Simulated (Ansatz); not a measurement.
The start is a generated cell, Hf3N4 built in the AFLOW prototype A4B3_cI14_229_c_b (as in Pt3O4). The cell and all atomic positions are relaxed at zero pressure with r2SCAN (plane waves to 500 eV, PAW, scalar-relativistic; Ansatz, a first-principles code). The first steps use a coarse 6×6×6 k-mesh.

Initial structure:
```
CELL_PARAMETERS angstrom
     -2.80811     2.80811     2.80811
      2.80811    -2.80811     2.80811
      2.80811     2.80811    -2.80811
ATOMIC_POSITIONS crystal
  N  0.50000 0.50000 0.50000
  N  0.50000 0.00000 0.00000
  N  0.00000 0.50000 0.00000
  N  0.00000 0.00000 0.50000
  Hf 0.00000 0.50000 0.50000
  Hf 0.50000 0.50000 0.00000
  Hf 0.50000 0.00000 0.50000
```

**Question.** How large is the pressure on the unrelaxed cell, and of which sign?

**Answer.** -19 GPa (negative: the cell is under tension).

**Question.** By how much does the energy per atom fall from start to end?

**Answer.** 0.08 eV/atom.

**Question.** How does the volume change?

**Answer.** -9.2 %, from 12.65 to 11.49 Å³/atom.

**Question.** How do the shortest distances between atoms change?

**Answer.** The closest pairs of elements (up to four, under 3.6 Å), start → end: Hf–N 2.43 → 2.36 Å; N–N 2.81 → 2.72 Å; Hf–Hf 2.81 → 2.72 Å.

**Question.** Is the relaxed structure metallic? Give its gap.

**Answer.** No gap (metallic).

**Question.** Give the final cell and atomic positions.

**Answer.** 
Space group Im-3m (No. 229); a = 5.4388 Å, b = 5.4388 Å, c = 5.4388 Å, α = 90.00°, β = 90.00°, γ = 90.00°

```json
[
 {"atom": "N", "site": "8c", "symmetry": ".-3m", "x": "0.2500", "y": "0.2500", "z": "0.2500"},
 {"atom": "Hf", "site": "6b", "symmetry": "4/mm.m", "x": "0.0000", "y": "0.0000", "z": "0.5000"}
]
```
(The calculation used a cell of 7 atoms; values per cell refer to that cell.)

The space group stays Im-3m (No. 229) (the run could not lower it); the end is AFLOW prototype A4B3_cI14_229_c_b (as in Pt3O4), with 7 atoms in the primitive cell. Final values are on a 12×12×12 k-mesh of the relaxed cell. No spin polarisation in the result.

The run could not lose the symmetry of its start, so the end can be a saddle point.

All atoms sit on sites fixed by symmetry, so only the cell could relax.

The relaxed structure here is a generated cell of Hf3N4: the first start was made by placing the elements on the sites of a structure type, and the end was not matched to a known phase here, so it may be hypothetical.
